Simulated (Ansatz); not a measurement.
LiNbO3:
```xyz
10
Lattice="2.6043 1.5036 4.7388 -2.6043 1.5036 4.7388 0.0000 -3.0072 4.7388" Properties=species:S:1:pos:R:3 pbc="T T T"
Li     0.0000     0.0000     5.0713
Li     0.0000     0.0000     9.1451
Nb     0.0000     0.0000     2.0431
Nb     0.0000     0.0000    12.1733
O     -0.9016    -1.7063     8.2140
O      0.9016     1.7063     6.0024
O     -1.0269     1.6340     8.2140
O      1.0269    -1.6340     6.0024
O      1.9285     0.0723     8.2140
O     -1.9285    -0.0723     6.0024
```

Relaxed with r²SCAN. DFT-r²SCAN in the program Ansatz with PAW potentials gives a gap of 4.42 eV.

Q: What gap does HSE06 give on the same cell (Ansatz, PAW)?

A: 5.50 eV, 1.08 eV more. The hybrid was solved on a coarser mesh and at special points; the gap given is the minimum over both.

```json
[
 {"k": "Γ", "v1 r²SCAN": "-0.23", "c1 r²SCAN": "4.87", "v1 HSE06": "-0.23", "c1 HSE06": "5.99"},
 {"k": "T", "v1 r²SCAN": "-0.33", "c1 r²SCAN": "4.80", "v1 HSE06": "…", "c1 HSE06": "…"},
 {"k": "L", "v1 r²SCAN": "-0.14", "c1 r²SCAN": "4.47", "v1 HSE06": "…", "c1 HSE06": "…"},
 {"k": "F", "v1 r²SCAN": "-0.07", "c1 r²SCAN": "4.43", "v1 HSE06": "-0.06", "c1 HSE06": "5.51"},
 {"k": "S0", "v1 r²SCAN": "-0.27", "c1 r²SCAN": "4.49", "v1 HSE06": "…", "c1 HSE06": "…"},
 {"k": "H0", "v1 r²SCAN": "-0.23", "c1 r²SCAN": "4.52", "v1 HSE06": "…", "c1 HSE06": "…"}
]
```

Q: Top valence (v1) and lowest conduction level (c1) in eV from each method's valence maximum (which need not be a listed point): supply the withheld HSE06 values.

A: 
- S0, v1 HSE06: -0.29
- S0, c1 HSE06: 5.56
- L, v1 HSE06: -0.16
- L, c1 HSE06: 5.54
- H0, v1 HSE06: -0.25
- H0, c1 HSE06: 5.60
- T, v1 HSE06: -0.36
- T, c1 HSE06: 5.93

Cost on shared cores: the r²SCAN run (SCF on a 7×7×7 mesh, then bands and DOS) about 2.5 core-minutes (a rough figure), the HSE06 run (SCF on 4×4×4, then a few points) roughly 4 core-minutes; the tasks are unlike.

Space group R-3. The first step of the workflow began from a Materials Project structure, measured or hypothetical; the Crystallography Open Database files this formula in space group No. 148, but the cells were not matched. It is not the phase usual at ambient conditions (space group No. 161). Symmetry was held in the r²SCAN relaxation; whether a distortion lowers the energy is not shown. No spin polarisation was allowed. Spin–orbit coupling is left out wherever it is not named.

Potentials: the earlier of the program's two PAW sets. The files were generated under PBE; for other functionals the program regenerates the frozen cores, and for LDA and PBEsol the local potential too.
